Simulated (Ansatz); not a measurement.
KF:
```
CELL_PARAMETERS angstrom
      0.00000     2.71033     2.71033
      2.71033     0.00000     2.71033
      2.71033     2.71033     0.00000
ATOMIC_POSITIONS crystal
  K  0.00000 0.00000 0.00000
  F  0.50000 0.50000 0.50000
```

Relaxed with PBE.

**Question.** Give the optical modes at the zone centre with their infrared and Raman activity from DFPT, plane-wave PAW PBE (Ansatz code).

**Answer.** Transverse frequencies, without the LO–TO term; a row sums one degenerate level.

```tsv
ω (cm⁻¹)	degeneracy	IR ((D/Å)²/amu)	Raman (Å⁴/amu)	activity	symmetry
165	3	6.95	0	IR	T1u
```

**Question.** How high does the top mode go among those that the LO–TO term moves?

**Answer.** 301 cm⁻¹ for q along x.

Space group Fm-3m (rock salt). The PBE relaxation kept the symmetry of its start; phonons on a q-mesh show no instability.

Potentials: the later of the program's two PAW sets.
